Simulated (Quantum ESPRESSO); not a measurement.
Field gradients of CsPbBr₃ from PBE PAW (JTH datasets; density from pw.x of a modified build of Quantum ESPRESSO, gradients reconstructed from it by a script), 20 Ha, k-mesh 4×4×4 through Γ:

```
CELL_PARAMETERS angstrom
      5.94863     0.00000     0.00000
      0.00000     5.94863     0.00000
      0.00000     0.00000     5.94863
ATOMIC_POSITIONS crystal
  Cs 0.00000 0.00000 0.00000
  Pb 0.50000 0.50000 0.50000
  Br 0.50000 0.50000 0.00000
  Br 0.00000 0.50000 0.50000
  Br 0.50000 0.00000 0.50000
```
Geometry: a computed entry of the Materials Project; it was not checked against measured cells. It is CsPbBr3 in Pm-3m. Stability against distortions was not tested.

Vzz is the sum of three terms, each taken along its main axis: the smooth valence density, the ions (nucleus and frozen core) with the augmentation charges of all other spheres, and the all-electron minus smooth density in the atom's own sphere. The split hangs on the datasets.  Cores are frozen. Against all-electron runs on small test molecules, this scheme's |Vzz| missed by −5 % on Br.

```tsv
site	smooth valence density	ions and other spheres	own sphere	Vzz (a.u.)
Br (atoms 3, 4, 5)	-0.072	0.126	…	…
```

### Question
Some entries are withheld; supply them.

### Answer

- Br (atoms 3, 4, 5), own sphere: 1.948
- Br (atoms 3, 4, 5), Vzz (a.u.): 2.001
